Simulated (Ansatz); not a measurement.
With DFT-PBEsol in the program Ansatz with PAW potentials, CoMo in the L1₀ or tetragonal B2 structure (P4/mmm) relaxes to a = 2.613 Å, c = 3.658 Å. Co has 12 nearest neighbours from 2.60 Å (cuboctahedral); Mo has 12 nearest neighbours from 2.60 Å (cuboctahedral). Its formation energy from the elements is -0.008 eV/atom, with no fitted shifts.

Electronic character: metallic (no gap). Gap from PBEsol with spin–orbit coupling: none (metallic). The magnetic state found is non-magnetic (starting moments vanished).

An equation-of-state fit gives a bulk modulus of 282 GPa. The relaxed-ion elastic constants in GPa are C11 = 541, C12 = 120, C13 = 193, C33 = 449, C44 = 179, C66 = 52.3. The elastic constants imply a Debye temperature near 516 K. The highest mode at Γ lies at 239 cm⁻¹.

The start of the workflow was typed in or built on a structure type; neither database checked (COD, Materials Project) lists it. Whether it is the stable phase at ambient conditions was not checked. Symmetry was held in the PBEsol relaxation; whether a distortion lowers the energy is not shown. The workflow began spin-polarised and lost its moments. As this level gives no gap, shear constants depend on the k-mesh and smearing (Fermi–Dirac, 0.1 eV here). As this level gives no gap, phonon frequencies hold no LO–TO term and depend on the k-mesh and smearing (Fermi–Dirac, 0.1 eV here). Axis ratios of metals converge slowly with the k-mesh, so a and c are less sure than the volume. On the denser mesh and wider smearing of the elastic run this cell carries a stress of 0.5 GPa. The references are the lowest solids computed at this level, not always the standard phases. Spin–orbit coupling is left out wherever it is not named.

Potentials: the later of the program's two PAW sets.
